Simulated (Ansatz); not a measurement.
Computed energy over volume and axial ratio: SnO (litharge type, space group P4/nmm)

SnO (litharge type, space group P4/nmm)

```
CELL_PARAMETERS angstrom
      3.79274     0.00000     0.00000
      0.00000     3.79274     0.00000
      0.00000     0.00000     4.76440
ATOMIC_POSITIONS crystal
  Sn 0.50000 0.00000 0.24062
  Sn 0.00000 0.50000 0.75938
  O  0.00000 0.00000 0.00000
  O  0.50000 0.50000 0.00000
```

Two coordinates are scanned: the volume, and the ratio of the stretch along z (the conventional c axis) to the stretch across it. Atoms keep their fractional coordinates.

Calculation: r2SCAN+rVV10 (plane waves to 500 eV, PAW, scalar-relativistic; Ansatz, a first-principles code). k mesh 9×9×7 (Γ-centred), Fermi-Dirac smearing 0.05 eV. Energies are smeared free energies. Compression counts positive. As the atoms are clamped, bonds stretch with the cell, which overstates energies and stresses. With partly filled bands, the response to shear is sensitive to the k mesh, so small differences along c/a are uncertain. At this level the bands of SnO touch or barely overlap; measurements give the solid a gap. SnO was relaxed with its symmetry unable to fall. The PAW data are Ansatz's earlier set. ΔE is measured from the relaxed starting cell.

ΔE (meV/atom), with V/V₀ across and (c/a)/(c/a)₀ down:

```csv
(c/a)/(c/a)₀ \ V/V₀,0.960,0.973,0.987,1.000,1.013,1.027,1.040
0.880,43,41,42,44,48,54,61
0.920,22,19,18,19,22,27,33
0.960,11,7,5,5,7,10,16
1.000,9,4,1,0,1,4,8
1.040,17,11,7,5,5,7,10
1.080,34,26,21,19,18,19,22
1.120,59,51,45,42,40,41,43
```

P (GPa), with V/V₀ across and (c/a)/(c/a)₀ down:

```csv
(c/a)/(c/a)₀ \ V/V₀,0.960,0.973,0.987,1.000,1.013,1.027,1.040
0.880,1.9,0.4,-1.0,-2.2,-3.4,-4.5,-5.6
0.920,2.9,1.3,-0.1,-1.5,-2.7,-3.9,-4.9
0.960,3.8,2.2,0.7,-0.7,-2.0,-3.2,-4.3
1.000,4.6,2.9,1.4,0.0,-1.3,-2.6,-3.7
1.040,5.3,3.6,2.1,0.6,-0.7,-2.0,-3.2
1.080,6.0,4.3,2.7,1.2,-0.2,-1.5,-2.7
1.120,6.6,4.9,3.2,1.7,0.3,-1.0,-2.2
```

Key numbers:

| Item | Result |
|---|---|
| Modulus against c/a change at fixed volume, (3/4V)·∂²E/∂(ln c/a)² (fit, atoms clamped) | 42 GPa, an upper bound as the atoms could relax |
| Lowest place on the grid | V/V₀ = 1.000, (c/a)/(c/a)₀ = 1.000 (0 meV/atom) |
| Highest place on the grid | V/V₀ = 1.040, (c/a)/(c/a)₀ = 0.880 (61 meV/atom) |

(A scan under strain: stresses follow from slopes of the energy per volume, elastic moduli from its curvatures.)
